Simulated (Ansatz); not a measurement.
GeSbTe3:
Space group R3m, hexagonal axes (No. 160); a = b = 4.056 Å, c = 29.647 Å, α = β = 90.00°, γ = 120.00°

```json
[
 {"atom": "Ge", "site": "3a", "symmetry": "3m", "x": "0.0000", "y": "0.0000", "z": "0.4009"},
 {"atom": "Sb", "site": "3a", "symmetry": "3m", "x": "0.0000", "y": "0.0000", "z": "0.6031"},
 {"atom": "Te", "site": "3a", "symmetry": "3m", "x": "0.0000", "y": "0.0000", "z": "0.0026"},
 {"atom": "Te", "site": "3a", "symmetry": "3m", "x": "0.0000", "y": "0.0000", "z": "0.2082"},
 {"atom": "Te", "site": "3a", "symmetry": "3m", "x": "0.0000", "y": "0.0000", "z": "0.7852"}
]
```
(The calculation used a cell of 5 atoms; values per cell refer to that cell.)

Relaxed at zero pressure with DFT-LDA in the program Ansatz with PAW potentials.

Task: The volume is lowered by 6 % and shape and atoms relax at that volume. What pressure results, and how do the axes share the change?

Result: 3.4 GPa; a -2.0 %, b -2.0 %, c -2.1 %; the energy rises by 17 meV/atom.

Task: Give the new structure.

Result: 
Space group R3m, hexagonal axes (No. 160); a = 3.9744 Å, b = 3.9744 Å, c = 29.0231 Å, α = 90.00°, β = 90.00°, γ = 120.00°

```tsv
atom	site	symmetry	x	y	z
Ge	3a	3m	0.0000	0.0000	0.5991
Sb	3a	3m	0.0000	0.0000	0.3975
Te	3a	3m	0.0000	0.0000	0.9962
Te	3a	3m	0.0000	0.0000	0.7941
Te	3a	3m	0.0000	0.0000	0.2131
```

The phase is kept; no other phase was compared at this pressure.

The first step of the workflow began from a Materials Project structure, measured or hypothetical; the Crystallography Open Database copy checked does not list it. Its standing as an ambient phase is unchecked. The LDA relaxation kept the symmetry of its start; whether a distortion lowers the energy is not shown. A crystal of weakly bound layers computed without a dispersion correction: the cell and the soft elastic constants depend strongly on that. Spin–orbit coupling is left out wherever it is not named.

Potentials: the later of the program's two PAW sets.
